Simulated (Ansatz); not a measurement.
Band table of BiRu (rocksalt type)

```
CELL_PARAMETERS angstrom
0.00000 1.99862 1.99862
1.99862 0.00000 1.99862
1.99862 1.99862 0.00000
ATOMIC_POSITIONS crystal
Ru 0.00000 0.00000 0.00000
Bi 0.50000 0.50000 0.50000
```

The cell comes from a relaxation on PAW files under the same functional, begun from a prototype that needn't be the stable phase.

Computed with Ansatz 0.2.0; functional LDA, scalar-relativistic. Settings: a Γ-centred 13×13×13 k mesh, Fermi–Dirac smearing of 0.08 eV, no spin polarisation. Methods: LAPW: all electrons, basis error target 1 meV/atom.

This run: volume at 0.4 of the series' base cell.

Spin–orbit coupling is left out, which matters for the heavy atoms. The structure type is held throughout; the real material can change phase at far lower pressure.

Path points, in fractions of the reciprocal vectors: Γ (0.000, 0.000, 0.000), X (0.500, 0.000, 0.500), U (0.625, 0.250, 0.625), K (0.375, 0.375, 0.750), L (0.500, 0.500, 0.500), W (0.500, 0.250, 0.750). The distance column jumps between branches of the path. Levels in eV from the Fermi level; bands 38 to 48, counted from the lowest band of the run. The gap is zero, the pressure 1176 GPa.

```
# k(1/Å) point b38 b39 b40 b41 b42 b43 b44 b45 b46 b47 b48
0.000 Γ -24.18 -7.15 -7.15 -7.15 -2.77 -2.77 -1.84 6.21 6.21 6.21 16.38
0.196 - -23.92 -7.38 -7.38 -7.36 -4.03 -2.75 -1.32 6.43 6.43 6.60 15.85
0.393 - -23.10 -7.93 -7.93 -7.82 -6.72 -2.71 0.05 6.67 6.82 6.82 15.32
0.589 - -21.82 -9.55 -8.46 -8.46 -8.28 -2.64 1.97 5.79 6.72 6.72 15.05
0.786 - -20.47 -11.68 -8.68 -8.68 -8.64 -2.52 4.29 4.58 5.67 5.67 12.51
0.982 - -19.81 -12.37 -8.90 -8.38 -8.38 -2.36 3.74 3.78 3.78 6.88 10.40
1.179 - -20.00 -11.76 -9.07 -7.52 -7.52 -2.19 1.47 1.47 3.70 8.79 9.60
1.375 - -20.32 -11.02 -9.16 -6.19 -6.19 -2.04 -0.82 -0.82 4.45 7.77 12.13
1.572 X -20.44 -10.74 -9.18 -5.22 -5.22 -2.14 -2.14 -1.98 5.03 7.41 13.43
1.641 - -20.41 -10.77 -9.22 -5.24 -5.15 -2.83 -2.18 -1.31 5.03 7.47 13.41
1.711 - -20.34 -10.86 -9.34 -5.32 -4.96 -3.61 -2.30 -0.60 5.00 7.64 13.28
1.780 - -20.21 -10.99 -9.53 -5.44 -4.65 -4.40 -2.48 0.08 4.95 7.92 12.85
1.850 - -20.03 -11.15 -9.79 -5.59 -5.20 -4.25 -2.71 0.73 4.88 8.29 12.22
1.919 - -19.80 -11.32 -10.14 -5.99 -5.78 -3.77 -2.98 1.35 4.78 8.76 11.59
1.989 - -19.53 -11.48 -10.55 -6.76 -5.98 -3.26 -3.23 1.94 4.65 9.30 10.99
2.058 - -19.21 -11.63 -11.02 -7.51 -6.18 -3.55 -2.64 2.51 4.51 9.90 10.46
2.128 U -18.85 -11.76 -11.55 -8.22 -6.39 -3.84 -2.01 3.06 4.37 9.98 10.55
3.090 K -18.85 -11.76 -11.55 -8.22 -6.39 -3.84 -2.01 3.06 4.37 9.98 10.55
3.299 - -17.61 -13.32 -11.96 -10.03 -6.96 -4.63 0.03 4.01 4.62 8.92 12.74
3.507 - -16.82 -14.57 -11.85 -11.09 -7.36 -5.22 2.17 3.98 6.14 8.40 10.88
3.715 - -18.12 -13.56 -11.41 -11.11 -7.56 -5.42 4.15 4.29 7.63 7.86 8.51
3.924 - -19.96 -11.78 -10.67 -10.08 -7.58 -5.22 4.48 4.74 6.32 8.97 9.45
4.132 - -21.66 -9.93 -9.69 -8.25 -7.48 -4.69 2.19 5.15 7.04 9.70 11.24
4.341 - -23.02 -8.59 -8.38 -7.33 -5.99 -3.93 0.18 5.55 6.98 9.00 13.50
4.549 - -23.89 -7.60 -7.44 -7.20 -3.81 -3.13 -1.26 5.99 6.47 7.22 15.51
4.757 Γ -24.18 -7.15 -7.15 -7.15 -2.77 -2.77 -1.84 6.21 6.21 6.21 16.38
4.928 - -23.99 -7.51 -7.24 -7.24 -3.25 -3.25 -1.45 5.86 6.76 6.76 15.76
5.098 - -23.41 -8.41 -7.55 -7.55 -4.36 -4.36 -0.46 5.01 8.08 8.08 14.28
5.268 - -22.50 -9.60 -8.21 -8.21 -5.48 -5.48 0.86 3.95 9.66 9.66 12.57
5.438 - -21.34 -10.88 -9.29 -9.29 -6.25 -6.25 1.89 3.18 11.10 11.10 11.17
5.608 - -20.03 -12.12 -10.52 -10.52 -6.73 -6.73 0.99 4.04 10.61 11.93 11.93
5.778 - -18.74 -13.19 -11.62 -11.62 -7.05 -7.05 -0.36 4.81 11.21 11.85 11.85
5.949 - -17.69 -13.98 -12.36 -12.36 -7.26 -7.26 -1.42 5.08 11.58 11.58 12.49
6.119 L -17.25 -14.30 -12.62 -12.62 -7.33 -7.33 -1.83 5.14 11.47 11.47 13.20
6.258 - -17.08 -14.73 -12.51 -12.29 -7.29 -7.14 -1.81 5.21 10.67 10.78 13.40
6.397 - -16.59 -15.52 -12.18 -11.80 -7.19 -6.58 -1.77 5.34 9.18 9.64 13.61
6.536 - -16.29 -15.85 -11.68 -11.48 -7.06 -5.72 -1.70 5.30 7.52 8.94 13.79
6.674 - -16.96 -14.93 -11.35 -11.08 -6.93 -4.74 -1.63 4.94 5.84 9.05 13.90
6.813 - -17.49 -13.92 -11.33 -10.53 -6.73 -3.83 -1.62 4.26 4.56 9.76 13.64
6.952 - -17.86 -12.90 -11.37 -10.25 -6.33 -3.18 -1.83 3.00 4.45 10.77 13.18
7.091 - -18.08 -11.97 -11.41 -10.39 -5.69 -2.83 -2.35 2.27 4.57 11.87 12.91
7.230 W -18.15 -11.43 -11.43 -10.68 -5.29 -2.73 -2.73 2.06 4.66 12.60 12.82
7.328 - -18.31 -11.56 -11.20 -10.38 -5.28 -3.06 -2.46 1.99 4.67 11.92 12.60
7.427 - -18.69 -11.59 -10.89 -9.59 -5.28 -3.42 -2.25 1.80 4.71 10.95 12.62
7.525 - -19.16 -11.53 -10.53 -8.47 -5.26 -3.81 -2.11 1.48 4.77 10.00 12.70
7.623 - -19.61 -11.38 -10.15 -7.18 -5.25 -4.20 -2.04 1.05 4.84 9.14 12.91
7.721 - -19.97 -11.17 -9.78 -5.81 -5.24 -4.58 -2.04 0.48 4.91 8.41 13.30
7.820 - -20.23 -10.96 -9.47 -5.23 -4.91 -4.47 -2.08 -0.22 4.97 7.87 13.38
7.918 - -20.39 -10.80 -9.26 -5.22 -5.13 -3.20 -2.12 -1.06 5.02 7.53 13.41
8.016 X -20.44 -10.74 -9.18 -5.22 -5.22 -2.14 -2.14 -1.98 5.03 7.41 13.43
```
